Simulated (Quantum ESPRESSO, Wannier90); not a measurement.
# Wannierisation of Mg (bcc (W type), model phase)

Cell from Materials Project (mp-110), symmetrised, no further relaxation. This isn't the element's usual structure (hcp); take it as a model of another phase. Level: PBEsol, no spin polarisation, no spin-orbit coupling; pw.x of Quantum ESPRESSO at 68 Ry with PseudoDojo potentials, 12×12×12 k-points, Wannier90. Density: 16×16×16 mesh, cold smearing 0.01 Ry.

On the energy scale of pw.x, whose zero is arbitrary, the Fermi level lies at 5.84 eV.

Input w.win:

```
num_bands = 10
num_wann = 4
exclude_bands = 1-4
num_iter = 1000
conv_tol = 1.0e-6
conv_window = 4
dis_num_iter = 1000
dis_conv_tol = 1.0e-6
dis_froz_max = 7.34
trial_step = 0.5
write_hr = true
write_u_matrices = true
begin projections
f=0.01251,0.00114,-0.00718: s;p
end projections
begin unit_cell_cart
ang
   -1.7727650000    1.7727650000    1.7727650000
    1.7727650000   -1.7727650000    1.7727650000
    1.7727650000    1.7727650000   -1.7727650000
end unit_cell_cart
begin atoms_frac
Mg   0.0000000000  0.0000000000  0.0000000000
end atoms_frac
mp_grid = 12 12 12
begin kpoints
0.0000000000 0.0000000000 0.0000000000
0.0000000000 0.0000000000 0.0833333333
0.0000000000 0.0000000000 0.1666666667
... (1725 more lines: the 12x12x12 mesh through Gamma)
end kpoints
```

Input of pw2wannier90.x that gives the overlap and projection files (equivalent; here they were cut from one run over all bands):

```
&inputpp
  outdir = './out'
  prefix = 'pwscf'
  seedname = 'w'
  write_amn = .true.
  write_mmn = .true.
/
```

Output w.wout (banner and timings cut):

```
                                    ------
                                    SYSTEM
                                    ------

                              Lattice Vectors (Ang)
                    a_1    -1.772765   1.772765   1.772765
                    a_2     1.772765  -1.772765   1.772765
                    a_3     1.772765   1.772765  -1.772765

                   Unit Cell Volume:      22.28504  (Ang^3)

                        Reciprocal-Space Vectors (Ang^-1)
                    b_1     0.000000   1.772143   1.772143
                    b_2     1.772143   0.000000   1.772143
                    b_3     1.772143   1.772143   0.000000

 *----------------------------------------------------------------------------*
 |   Site       Fractional Coordinate          Cartesian Coordinate (Ang)     |
 +----------------------------------------------------------------------------+
 | mg   1   0.00000   0.00000   0.00000   |    0.00000   0.00000   0.00000    |
 *----------------------------------------------------------------------------*
                                ------------
                                K-POINT GRID
                                ------------

             Grid size = 12 x 12 x 12      Total points = 1728

 *---------------------------------- MAIN ------------------------------------*
 |  Number of Wannier Functions               :                 4             |
 |  Number of Objective Wannier Functions     :                 4             |
 |  Number of input Bloch states              :                10             |
 |  Output verbosity (1=low, 5=high)          :                 1             |
 |  Timing Level (1=low, 5=high)              :                 1             |
 |  Optimisation (0=memory, 3=speed)          :                 3             |
 |  Length Unit                               :               Ang             |
 |  Post-processing setup (write *.nnkp)      :                 F             |
 |  Using Gamma-only branch of algorithms     :                 F             |
 *----------------------------------------------------------------------------*
 *------------------------------- WANNIERISE ---------------------------------*
 |  Total number of iterations                :              1000             |
 |  Number of CG steps before reset           :                 5             |
 |  Trial step length for line search         :             0.500             |
 |  Convergence tolerence                     :         0.100E-05             |
 |  Convergence window                        :                 4             |
 |  Iterations between writing output         :                 1             |
 |  Iterations between backing up to disk     :               100             |
 |  Write r^2_nm to file                      :                 F             |
 |  Write xyz WF centres to file              :                 F             |
 |  Write on-site energies <0n|H|0n> to file  :                 F             |
 |  Use guiding centre to control phases      :                 F             |
 |  Use phases for initial projections        :                 F             |
 *----------------------------------------------------------------------------*
 *------------------------------- DISENTANGLE --------------------------------*
 |  Using band disentanglement                :                 T             |
 |  Total number of iterations                :              1000             |
 |  Mixing ratio                              :             0.500             |
 |  Convergence tolerence                     :         1.000E-06             |
 |  Convergence window                        :                 3             |
 *----------------------------------------------------------------------------*
 *-------------------------------- PLOTTING ----------------------------------*
 |  Plotting Hamiltonian in WF basis          :                 T             |
 *----------------------------------------------------------------------------*

       ... (k-mesh section left out)

 Starting a new Wannier90 calculation ...

 Reading overlaps from w.mmn

 Reading projections from w.amn

 *------------------------------- DISENTANGLE --------------------------------*
 +----------------------------------------------------------------------------+
 |                              Energy  Windows                               |
 |                              ---------------                               |
 |                   Outer:   -1.25569  to   34.65480  (eV)                   |
 |                   Inner:   -1.25569  to    7.34000  (eV)                   |
 +----------------------------------------------------------------------------+
   Number of target bands to extract:    4

                   Unitarised projection of Wannier functions
                   ------------------------------------------
   A_mn = <psi_m|g_n> --> S = A.A^+ --> U = S^-1/2.A
   In dis_project... done
   Using an inner window (linner = T)
   In dis_proj_froz... done

                   Extraction of optimally-connected subspace
                   ------------------------------------------
 +---------------------------------------------------------------------+<-- DIS
 |  Iter     Omega_I(i-1)      Omega_I(i)      Delta (frac.)           |<-- DIS
 +---------------------------------------------------------------------+<-- DIS
       1       9.17228674       8.01642696       1.442E-01    <-- DIS
       2       8.16748385       7.72498103       5.728E-02    <-- DIS
       3       7.85650068       7.51562965       4.535E-02    <-- DIS
       4       7.61783848       7.35714072       3.543E-02    <-- DIS
       5       7.43439541       7.23242434       2.793E-02    <-- DIS
       6       7.29116297       7.13124609       2.242E-02    <-- DIS
       ... (lines left out)
     101       6.35289835       6.35297599      -1.222E-05    <-- DIS
       ... (lines left out)
     154       6.35217148       6.35217752      -9.507E-07    <-- DIS
     155       6.35216478       6.35217025      -8.608E-07    <-- DIS
     156       6.35215812       6.35216304      -7.741E-07    <-- DIS

             <<<      Delta < 1.000E-06  over  3 iterations     >>>
             <<< Disentanglement convergence criteria satisfied >>>

        Final Omega_I     6.35216304 (Ang^2)

 +----------------------------------------------------------------------------+

 Writing checkpoint file w.chk... done

 *------------------------------- WANNIERISE ---------------------------------*
 +--------------------------------------------------------------------+<-- CONV
 | Iter  Delta Spread     RMS Gradient      Spread (Ang^2)            |<-- CONV
 +--------------------------------------------------------------------+<-- CONV

 ------------------------------------------------------------------------------
 Initial State
  WF centre and spread    1  ( -0.012873,  0.002908,  0.014481 )     2.70649647
  WF centre and spread    2  ( -0.045743,  0.010312,  0.077571 )     2.58640420
  WF centre and spread    3  ( -0.069001,  0.010458,  0.051454 )     2.58703878
  WF centre and spread    4  ( -0.045831,  0.015755,  0.051398 )     2.58747502
  Sum of centres and spreads ( -0.173447,  0.039432,  0.194904 )    10.46741448

      0     0.105E+02     0.0000000000       10.4674144762  <-- CONV
        O_D=      0.0017956 O_OD=      4.1134558 O_TOT=     10.4674145 <-- SPRD
 ------------------------------------------------------------------------------
      1    -0.112E+00     0.0732980817       10.3556484565  <-- CONV
        O_D=      0.0038102 O_OD=      3.9996752 O_TOT=     10.3556485 <-- SPRD
      2    -0.824E-01     0.1202612835       10.2732202628  <-- CONV
        O_D=      0.0018938 O_OD=      3.9191635 O_TOT=     10.2732203 <-- SPRD
      3    -0.161E-01     0.0558812322       10.2571364889  <-- CONV
        O_D=      0.0010640 O_OD=      3.9039095 O_TOT=     10.2571365 <-- SPRD
      4    -0.487E-02     0.0285095814       10.2522622515  <-- CONV
        O_D=      0.0008750 O_OD=      3.8992242 O_TOT=     10.2522623 <-- SPRD
      5    -0.202E-02     0.0172965344       10.2502387247  <-- CONV
        O_D=      0.0008464 O_OD=      3.8972293 O_TOT=     10.2502387 <-- SPRD
       ... (lines left out)
    100     0.859E-02     0.0009891197        8.4173426034  <-- CONV
        O_D=      0.0392063 O_OD=      2.0259733 O_TOT=      8.4173426 <-- SPRD
       ... (lines left out)
    200     0.115E-03     0.0006587442        8.4083782491  <-- CONV
        O_D=      0.0363886 O_OD=      2.0198266 O_TOT=      8.4083782 <-- SPRD
       ... (lines left out)
    239    -0.764E-06     0.0003168923        8.4080225352  <-- CONV
        O_D=      0.0363218 O_OD=      2.0195377 O_TOT=      8.4080225 <-- SPRD
    240    -0.381E-09     0.0002876001        8.4080225348  <-- CONV
        O_D=      0.0363218 O_OD=      2.0195377 O_TOT=      8.4080225 <-- SPRD
    241    -0.532E-09     0.0002876006        8.4080225342  <-- CONV
        O_D=      0.0363218 O_OD=      2.0195377 O_TOT=      8.4080225 <-- SPRD
             <<<     Delta < 1.000E-06  over  4 iterations     >>>
             <<< Wannierisation convergence criteria satisfied >>>
 Final State
  WF centre and spread    1  (  0.393330, -0.312065, -0.397001 )     2.12846301
  WF centre and spread    2  (  0.109370, -0.175074,  0.699286 )     2.08994696
  WF centre and spread    3  ( -0.697936, -0.172921, -0.091841 )     2.09067933
  WF centre and spread    4  (  0.021319,  0.700058, -0.015067 )     2.09893323
  Sum of centres and spreads ( -0.173917,  0.039998,  0.195377 )     8.40802253

         Spreads (Ang^2)       Omega I      =     6.352163038
        ================       Omega D      =     0.036321815
                               Omega OD     =     2.019537681
    Final Spread (Ang^2)       Omega Total  =     8.408022534
```
